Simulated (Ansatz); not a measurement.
**One atom moved over a plane in Na**

All numbers below come from DFT r2SCAN, scalar-relativistic, plane waves, PAW (Ansatz 0.2.0). The runs took a 500 eV cutoff, a Γ-centred 12×12×8 mesh and Gaussian smearing (0.15 eV). No spin polarisation. Energies are free energies at this smearing, counted from the undisturbed cell; pressure is positive in compression.

The undisturbed cell (as given, not relaxed at this level; it stands at 0.0 GPa; this form isn't the usual structure):

```
Na
1.0
     3.76700    0.00000    0.00000
    -1.88350    3.26232    0.00000
     0.00000    0.00000    6.15400
Na
2
Direct
  0.33333 0.66667 0.25000
  0.66667 0.33333 0.75000
```

Atom 1 (Na) is moved by p along (0.707, 0.707, 0.000) and q along (0.000, 0.000, 1.000) (Å), all else fixed. Points are written (p, q).

p was sampled at -0.300, -0.150, 0.000, 0.150, 0.300 and q at -0.300, -0.150, 0.000, 0.150, 0.300.

Question: Where on the computed points is the energy highest, and how high?

Answer: At (-0.300, -0.300), (-0.300, 0.300): 0.04 eV/cell.

Question: Away from (0, 0), which computed point is lowest?

Answer: (0.150, 0.000): 0.00 eV/cell.

The map, in eV/cell:

```csv
p \ q,-0.300,-0.150,0.000,0.150,0.300
-0.300,0.04,0.02,0.01,0.02,0.04
-0.150,0.04,0.01,0.00,0.01,0.04
0.000,0.04,0.01,0.00,0.01,0.04
0.150,0.04,0.01,0.00,0.01,0.04
0.300,0.04,0.01,0.01,0.01,0.04
```